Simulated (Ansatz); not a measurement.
## LaCu2, single point

LaCu2 is taken as a randomly packed, unrelaxed cell, 6 atoms in the cell.

Theory: Ansatz development build ahead of 0.2.0, DFT, r2SCAN, PAW, plane waves, scalar-relativistic.

Input:

```yaml
crystal:
  lattice:
    - [4.582643, 0.770151, -1.119713]
    - [0.557099, 5.887152, 1.074005]
    - [-0.286486, 0.521078, 4.949907]
  atoms:
    - { symbol: Cu, position: [0.409771, 0.65223, 0.235505] }
    - { symbol: Cu, position: [0.454009, 0.975595, 0.442366] }
    - { symbol: Cu, position: [0.632562, 0.962436, 0.034484] }
    - { symbol: Cu, position: [0.268436, 0.584103, 0.679541] }
    - { symbol: La, position: [0.996101, 0.095979, 0.688579] }
    - { symbol: La, position: [0.895228, 0.486301, 0.033934] }
hamiltonian:
  xc: r2scan
  pseudopotentials: { kind: paw }
basis:
  ecutwfc: 500
kpoints:
  mp_grid: { grid: [4, 4, 4] }
scf:
  occupations: { method: fermi_dirac, width: 0.05 }
  lower_state_search: "off"
output:
  forces: true
  stress: true
```

The run was started with:
```sh
ansatz run input.yaml --threads 2 --pin off --max-ram 5120MiB --backend cpu --events-out ev --progress --plain --runs-dir out
```

What the program printed (shortened):

```
Pseudopotentials: kind: paw
Pseudopotential: Cu, paw, valence charge 19, recommended cutoff 500 eV (meta_gga), Cu.paw.azcp
Pseudopotential: La, paw, valence charge 11, recommended cutoff 500 eV (meta_gga), La.paw.azcp
Functional definition: r2SCAN
Crystal: 6 atoms, lattice volume = 126.403 Å³
Basis set: ecut = 500 eV, 3195 PW (Γ), exchange–correlation on 144×180×160 points (64 copies of the dense FFT grid, shifted against one another)
Bands: 55, of which v1, the nominal top of the filled ones, is band 49 counted from 1 (48 counted from 0)
Symmetry: 1 space group operations
Space group: P1 (ITA 1), of the structure as read, at distance tolerance 5.0e-5 Å
k-points: 36 of 64 (time reversal used)
Non-local potential: Cu, projectors of the file, l = 0: 3, l = 1: 2, l = 2: 3, l = 3: 1
Non-local potential: La, projectors of the file, l = 0: 3, l = 1: 2, l = 2: 2, l = 3: 3
PAW frozen core: Cu, regenerated for the run's functional (the file was generated under x = pbe(κ = 0.804, μ = 0.2195149727645171), c = pbe(β = 0.06672455060314922))
PAW frozen core: La, regenerated for the run's functional (the file was generated under x = pbe(κ = 0.804, μ = 0.2195149727645171), c = pbe(β = 0.06672455060314922))
Initial density: superposition of atomic densities (neutral atoms: chi_scale 0, normalization atom), corrected by the library's trained network
Initial wavefunctions: pseudopotential atomic-orbital guess
Functional: x = r2scan, c = r2scan; τ floored in thin density (d = 2e-4 eV/Å³)
SCF iter   1: F=-39052.115037 eV  HF=-39053.229261 eV  |F-HF|=1.11e0  |Δ(HF+E_count)|=         —  Δρ=3.67e-2  dr2=1.36e0  dr2_τ=1.57e-2  ethr=1.77e-3  ⟨swp⟩=8.0  Hψ=8696  notcnv=0
preconditioner: auto → Kerker (q_TF=auto, 2.615 Å⁻¹)  [metal: Δε(μ)=0.020 eV  Ē_g=7.310 eV  σ=0.050 eV  W_gap=0.10  n_scr=32 (ndim 8)  ℏωp=26.0 eV  f_vac=0.000  D(μ)=3.08/eV (n_scr^D=20)]
SCF iter   2: F=-39052.570703 eV  HF=-39053.345846 eV  |F-HF|=7.75e-1  |Δ(HF+E_count)|=   1.17e-1  Δρ=2.65e-2  dr2=4.37e-1  dr2_τ=9.69e-3  ethr=1.39e-3  ⟨swp⟩=4.0  Hψ=3847  notcnv=0
SCF iter   3: F=-39053.097543 eV  HF=-39053.208560 eV  |F-HF|=1.11e-1  |Δ(HF+E_count)|=   1.37e-1  Δρ=8.41e-3  dr2=1.35e-1  dr2_τ=5.20e-4  ethr=4.46e-4  ⟨swp⟩=2.7  Hψ=3257  notcnv=0
SCF iter   4: F=-39053.184750 eV  HF=-39053.185485 eV  |F-HF|=7.35e-4  |Δ(HF+E_count)|=   2.31e-2  Δρ=2.19e-3  dr2=5.56e-3  dr2_τ=1.75e-4  ethr=1.38e-4  ⟨swp⟩=4.3  Hψ=3822  notcnv=0
SCF iter   5: F=-39053.171568 eV  HF=-39053.190660 eV  |F-HF|=1.91e-2  |Δ(HF+E_count)|=   5.17e-3  Δρ=4.36e-3  dr2=1.63e-2  dr2_τ=7.99e-5  ethr=5.67e-6  ⟨swp⟩=2.1  Hψ=4074  notcnv=0
SCF iter   6: F=-39053.187371 eV  HF=-39053.188300 eV  |F-HF|=9.29e-4  |Δ(HF+E_count)|=   2.36e-3  Δρ=7.41e-4  dr2=1.83e-3  dr2_τ=1.16e-5  ethr=5.67e-6  ⟨swp⟩=2.0  Hψ=3782  notcnv=0
SCF iter   7: F=-39053.187835 eV  HF=-39053.188277 eV  |F-HF|=4.43e-4  |Δ(HF+E_count)|=   2.25e-5  Δρ=5.73e-4  dr2=7.16e-4  dr2_τ=1.43e-6  ethr=1.86e-6  ⟨swp⟩=2.8  Hψ=3301  notcnv=0
SCF iter   8: F=-39053.187803 eV  HF=-39053.188315 eV  |F-HF|=5.13e-4  |Δ(HF+E_count)|=   3.77e-5  Δρ=6.62e-4  dr2=4.85e-4  dr2_τ=2.25e-6  ethr=7.30e-7  ⟨swp⟩=2.0  Hψ=3001  notcnv=0
SCF iter   9: F=-39053.188214 eV  HF=-39053.188251 eV  |F-HF|=3.72e-5  |Δ(HF+E_count)|=   6.38e-5  Δρ=1.71e-4  dr2=6.49e-5  dr2_τ=5.48e-7  ethr=4.95e-7  ⟨swp⟩=2.0  Hψ=2935  notcnv=0
SCF iter  10: F=-39053.188247 eV  HF=-39053.188246 eV  |F-HF|=7.96e-7  |Δ(HF+E_count)|=   5.28e-6  Δρ=2.41e-5  dr2=8.55e-7  dr2_τ=1.55e-8  ethr=6.63e-8  ⟨swp⟩=2.0  Hψ=2890  notcnv=0
SCF iter  11: F=-39053.188247 eV  HF=-39053.188247 eV  |F-HF|=4.37e-7  |Δ(HF+E_count)|=   1.08e-6  Δρ=2.32e-5  dr2=5.55e-7  dr2_τ=5.36e-9  ethr=8.73e-10  ⟨swp⟩=2.1  Hψ=3558  notcnv=0
SCF iter  12: F=-39053.188246 eV  HF=-39053.188248 eV  |F-HF|=1.67e-6  |Δ(HF+E_count)|=   2.83e-7  Δρ=4.11e-5  dr2=1.45e-6  dr2_τ=8.35e-9  ethr=5.66e-10  ⟨swp⟩=2.0  Hψ=3752  notcnv=0  recentre
SCF iter  13: F=-39053.188247 eV  HF=-39053.188247 eV  |F-HF|=2.02e-8  |Δ(HF+E_count)|=   2.40e-7  Δρ=8.14e-6  dr2=7.86e-8  dr2_τ=5.50e-10  ethr=1.02e-10  ⟨swp⟩=3.0  Hψ=9415  notcnv=0
SCF 1 converged in 13 iterations: F = -39053.188247 eV  dr2 = 7.86e-8
  greatest PAW one-centre occupation: 1.000 electrons in one spin orbital (limit 2), on the Cu atom at site 3 (counted from 0), in its partial waves of l = 0
SCF converged after 13 iterations
Free energy (F): -39053.188247 eV
Harris-Foulkes:  -39053.188247 eV  (|F-HF|=2.02e-8)
Internal energy: -39053.161435 eV  (E = F + TS)
E sigma→0 (E₀):  -39053.174841 eV
Entropy (-TS):   -0.026813 eV (-4.469 meV/atom)
Fermi energy:    12.518606 eV
--- Per-component energies (eV) ---
  E_band       = -1934.577898
  E_kinetic    = 1586.145918
  E_local      = -22705.237240  (includes V_loc(G=0)·N_el)
  E_nonlocal   = 1767.149367
  E_hartree    = 10136.167160
  E_xc         = -596.754077
  E_vxc        = -816.971305  (∫ρ·V_xc dr)
  E_paw        = -17588.233377  (= ΣΔE_a)
  E_vpaw       = -2091.176805  (= ΣTr[D̂ρ^β])
  E_aug_tail   = 0.000590  (compensation charges beyond the density's cutoff)
  E_vtau       = 53.189248  (kinetic-family band-sum trace: ∫τ·v_τ [+ j·A + Jᵃ·Aᵃ] dr)
  E_ewald      = -11651.332368
  E_core_change = -1.067407  (= ΣΔE_core)
  E_smearing   = -0.026813  (= −TS)
  E_closure    = -0.000000  (closes the sum)
  Σ components = -39053.188247   (vs F -39053.188247, Δ=0.00e0)
--- Forces (eV/Å), atoms counted from 1 ---
  atom   1  Cu     0.00822802    -0.01442778     0.30118372
  atom   2  Cu    -0.10946309    -0.42903968    -0.00750913
  atom   3  Cu     0.17627843     0.50063854     0.22877076
  atom   4  Cu    -0.11579725     0.08870177    -0.33257947
  atom   5  La    -0.02730845     0.07537192    -0.46757080
  atom   6  La     0.06805509    -0.22121562     0.27773192
  max |Σ_I F_I| component: 2.91e-5 eV/Å
--- Stress (GPa, compression-positive) ---
        0.582296       0.597364      -3.999900
        0.597365      -0.220235      -1.565763
       -3.999900      -1.565763      -1.950832
  P = ⅓ Tr σ = -0.5296 GPa (-5.296 kbar)
```

The run took 88 s on 2 threads of Intel(R) Xeon(R) Processor @ 2.50GHz (Skylake/Cascade Lake), on a shared host, peak memory 0.75 GiB.
